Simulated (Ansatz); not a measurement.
NbRu (rock salt, Fm-3m), the program Ansatz at the PBE level (PAW), all energies at zero smearing, with the estimated change up to a 700 eV cutoff added, with one set of potentials and settings (totals compare only within such a set). Cell of 2 atoms (1 Ru, 1 Nb): -10430.308 eV.

```tsv
element	reference phase	E (eV/atom)
Ru	P6_3/mmc, 2 atoms in the cell	-5878.7331
Nb	Im-3m, 1 atoms in the cell	-4552.3152
```

Formation energy per atom, worked out: (-10430.308 − 1×(-5878.7331) − 1×(-4552.3152))/2 = 0.370 eV/atom (36 kJ per mol of atoms), at 0 K, without zero-point energy or fitted corrections.

The start of the workflow was typed in or built on a structure type; neither database checked (COD, Materials Project) lists it. COD files the formula under space group No. 123, 221, so this cell is another polymorph or a model. Its standing as an ambient phase is unchecked. The PBE relaxation kept the symmetry of its start; whether a distortion lowers the energy is not shown. The run is not spin-polarised. Its formation energy is positive at this level, so the cell may be metastable or incomplete. The references are the lowest solids computed at this level, not always the standard phases.

Potentials: the earlier of the program's two PAW sets.
